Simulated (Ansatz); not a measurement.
GePd:
```
CELL_PARAMETERS angstrom
      5.73112     0.00000     0.00000
      0.00000     3.59299     0.00000
      0.00000     0.00000     6.27791
ATOMIC_POSITIONS crystal
  Ge 0.81520 0.75000 0.57914
  Ge 0.18480 0.25000 0.42086
  Ge 0.68480 0.25000 0.07914
  Ge 0.31520 0.75000 0.92086
  Pd 0.99676 0.75000 0.19099
  Pd 0.00324 0.25000 0.80901
  Pd 0.50324 0.25000 0.69099
  Pd 0.49676 0.75000 0.30901
```

Relaxed with r²SCAN. Special points in fractions of this cell's reciprocal vectors: Γ (0.000, 0.000, 0.000); X (0.500, 0.000, 0.000); S (0.500, 0.500, 0.000); Y (0.000, 0.500, 0.000); Z (0.000, 0.000, 0.500); U (0.500, 0.000, 0.500); R (0.500, 0.500, 0.500); T (0.000, 0.500, 0.500).

### Question
List the band energies nearest the Fermi level at these points for the program Ansatz at the r²SCAN level (PAW).

### Answer
In eV from the Fermi level; about four levels below and three above (degenerate sets whole), none deeper than 8.9 eV; points with the same levels are listed once.

```json
[
 {"k": "Γ", "below": "-2.26 -1.52 -1.26 -0.55", "above": "0.51 1.05 3.81"},
 {"k": "X", "below": "-2.83 -2.83 -2.70 -2.70", "above": "0.58 0.58 1.83 1.83"},
 {"k": "S", "below": "-1.90 -1.90 -1.90 -1.90", "above": "0.45 0.45 0.45 0.45"},
 {"k": "Y", "below": "-1.21 -1.21 -0.75 -0.75", "above": "2.06 2.06 2.63 2.63"},
 {"k": "Z", "below": "-1.83 -1.83 -0.37 -0.37", "above": "1.44 1.44 2.39 2.39"},
 {"k": "U", "below": "-2.95 -2.95 -1.43 -1.43", "above": "0.58 0.58 2.43 2.43"},
 {"k": "R", "below": "-2.44 -2.44 -2.44 -2.44", "above": "2.47 2.47 2.47 2.47"},
 {"k": "T", "below": "-2.20 -2.20 -2.09 -2.09", "above": "0.42 0.42 0.77 0.77"}
]
```

Space group Pnma. The workflow started from a Materials Project entry (that database holds measured and hypothetical structures alike); the Crystallography Open Database files this formula in space group No. 62, but the cells were not matched. Its standing as an ambient phase is unchecked. The r²SCAN relaxation kept the symmetry of its start; whether a distortion lowers the energy is not shown. The run is not spin-polarised. Scalar-relativistic: spin–orbit coupling is off unless named, which matters more the heavier the elements.

Potentials: the earlier of the program's two PAW sets.
